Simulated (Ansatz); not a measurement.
Bi:
```yaml
crystal:
  lattice:
    - [4.58852, 0.00000, 0.00000]
    - [0.00000, 4.58852, 0.00000]
    - [0.00000, 0.00000, 3.26610]
  atoms:
    - { symbol: Bi, position: [0.50000, 0.00000, 0.52590] }
    - { symbol: Bi, position: [0.00000, 0.50000, 0.47410] }
```

Relaxed with r²SCAN. Special points in fractions of this cell's reciprocal vectors: Γ (0.000, 0.000, 0.000); X (0.000, 0.500, 0.000); M (0.500, 0.500, 0.000); Z (0.000, 0.000, 0.500); R (0.000, 0.500, 0.500); A (0.500, 0.500, 0.500).

Problem. List the band energies nearest the Fermi level at these points for plane-wave PAW r²SCAN (Ansatz code).

Solution. In eV from the Fermi level; about four levels below and three above (degenerate sets whole), none deeper than 8.9 eV; points with the same levels are listed once.

```csv
k,below,above
Γ,-3.31 -3.31,3.09 3.22 3.34 3.34
X,-1.03 -1.03 -1.01 -1.01,4.86 4.86 8.61 8.61
M,-5.21 -5.21,5.16 5.16 5.33 5.33
Z,-5.14 -1.54 -1.54 -1.50,4.99 4.99 5.76
R,-3.66 -3.66,0.85 0.85 1.08 1.08
A,-3.35 -3.35 -3.30 -3.30,2.97 2.97 7.48 7.48
```

Space group P4/nmm. The workflow started from a Materials Project entry (that database holds measured and hypothetical structures alike); the Crystallography Open Database copy checked does not list it. It is not the phase usual at ambient conditions (space group No. 166). The cell was relaxed with r²SCAN under the symmetry of its start; of distortions, only those at the zone centre were tested. Scalar-relativistic: spin–orbit coupling is off unless named, which matters more the heavier the elements.

Potentials: the later of the program's two PAW sets.
